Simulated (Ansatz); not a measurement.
NaCl3:
```yaml
crystal:
  lattice:
    - [5.38522, 0.00000, 0.00000]
    - [0.00000, 5.38522, 0.00000]
    - [0.00000, 0.00000, 5.38522]
  atoms:
    - { symbol: Na, position: [0.50000, 0.50000, 0.50000] }
    - { symbol: Na, position: [0.00000, 0.00000, 0.00000] }
    - { symbol: Cl, position: [0.50000, 0.00000, 0.75000] }
    - { symbol: Cl, position: [0.50000, 0.00000, 0.25000] }
    - { symbol: Cl, position: [0.75000, 0.50000, 0.00000] }
    - { symbol: Cl, position: [0.25000, 0.50000, 0.00000] }
    - { symbol: Cl, position: [0.00000, 0.75000, 0.50000] }
    - { symbol: Cl, position: [0.00000, 0.25000, 0.50000] }
```

Relaxed with PBEsol. Special points in fractions of this cell's reciprocal vectors: Γ (0.000, 0.000, 0.000); X (0.000, 0.500, 0.000); M (0.500, 0.500, 0.000); R (0.500, 0.500, 0.500).

Task: List the band energies nearest the Fermi level at these points for PBEsol in the plane-wave PAW code Ansatz.

Result: In eV from the Fermi level; about four levels below and three above (degenerate sets whole), none deeper than 8.9 eV; … stands for higher levels left out; points with the same levels are listed once.

```json
[
 {"k": "Γ", "below": "-0.81 -0.81 -0.81 -0.28 -0.28 -0.28", "above": "1.76 1.76 1.76"},
 {"k": "X", "below": "-0.65 -0.65 -0.07 -0.07", "above": "1.74 1.74 6.77 6.77"},
 {"k": "M", "below": "-0.55 -0.55 -0.06 -0.06", "above": "0.12 1.73 7.68 7.68"},
 {"k": "R", "below": "-0.59 -0.59 -0.59 -0.59", "above": "9.07 9.07 …"}
]
```

Space group Pm-3n (A15 (Cr3Si type)). The first step of the workflow began from a Materials Project structure, measured or hypothetical; the Crystallography Open Database copy checked does not list it. Whether it is the stable phase at ambient conditions was not checked. The cell was relaxed with PBEsol under the symmetry of its start. At this level the phase is mechanically unstable.

Potentials: the later of the program's two PAW sets.
